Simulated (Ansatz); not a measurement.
How fast does H move in KCl?

Computed with DFT PBE, scalar-relativistic, plane waves, PAW in Ansatz 0.2.0. Settings: 420 eV cutoff, 2×2×2 k-mesh, Gaussian smearing of 0.02 eV, collinear spin.

Host crystal, relaxed:

```yaml
crystal:
  lattice:
    - [0.00000, 3.18885, 3.18885]
    - [3.18885, 0.00000, 3.18885]
    - [3.18885, 3.18885, 0.00000]
  atoms:
    - { symbol: K, position: [0.00000, 0.00000, 0.00000] }
    - { symbol: Cl, position: [0.50000, 0.50000, 0.50000] }
```

In a supercell of 16 host sites, interstitial H hops to an equivalent place, moving 3.19 Å. Climbing-image nudged elastic band at fixed cell; the order of the saddle wasn't checked, and the small cell leaves errors of about a tenth of an eV. Zero-point motion and tunnelling, which matter for H, are left out.

```csv
image,path (Å),E − E(0) (eV)
0,0.00,0.000
1,0.53,0.044
2,1.06,0.154
3,1.59,0.216
4,2.13,0.154
5,2.66,0.044
6,3.19,0.000
```

What are the barriers forward and back, and what attempt frequency does the shape suggest?

Forward 0.22 eV, back 0.22 eV, the ends being level. For a sinusoidal profile E_b sin²(πx/l), with the H atom alone moving, ν = (1/l)√(E_b/2m) = 1.0×10¹³ s⁻¹, within an order of magnitude of the customary 10¹³ s⁻¹; a true prefactor needs the vibrations at the minimum and at the saddle.

With ν = 10¹³ s⁻¹, give the forward jump rate along this one path, the wait 1/k for that jump, the diffusivity D ≈ l²k and the distance √(Dt) covered in an hour at 300, 600 and 1000 K, taking the host as solid throughout.

k = ν exp(−E_b/k_BT):
```tsv
T (K)	k (1/s)	wait (s)	D (cm²/s)	√(Dt) in 1 h (nm)
300	2.4×10⁹	4.2×10⁻¹⁰	2.4×10⁻⁶	9.4×10⁵
600	1.5×10¹¹	6.5×10⁻¹²	1.6×10⁻⁴	7.5×10⁶
1000	8.2×10¹¹	1.2×10⁻¹²	8.3×10⁻⁴	1.7×10⁷
```

D = l²k holds for six equivalent jumps in three dimensions (z l²k/6) and is a scale otherwise. Long-range transport needs a connected net of such jumps, and traps slow it. D is that of an interstitial already there. An error of 0.1 eV in the barrier changes k by a factor of 48 at 300 K and 3.2 at 1000 K.

Cost: 1 run of about 7.7 core-minutes, on Intel Xeon Platinum 8581C (Emerald Rapids) (shared hosts).